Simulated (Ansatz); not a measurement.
Q: Name crystals whose computed values (PBE in the plane-wave PAW code Ansatz) fall in these windows: B₀ by P(V) fit (GPa) 53 to 71; gap (eV) 0.15 to 0.18.

A: 

```json
[
 {"crystal": "GaAs, zinc blende", "B₀ by P(V) fit (GPa)": "60.2", "gap (eV)": "0.16"}
]
```
Others may fit too.

The cell was relaxed under the symmetry of its start. Scalar-relativistic: spin–orbit coupling is off unless named, which matters more the heavier the elements.

Potentials: the earlier of the program's two PAW sets.
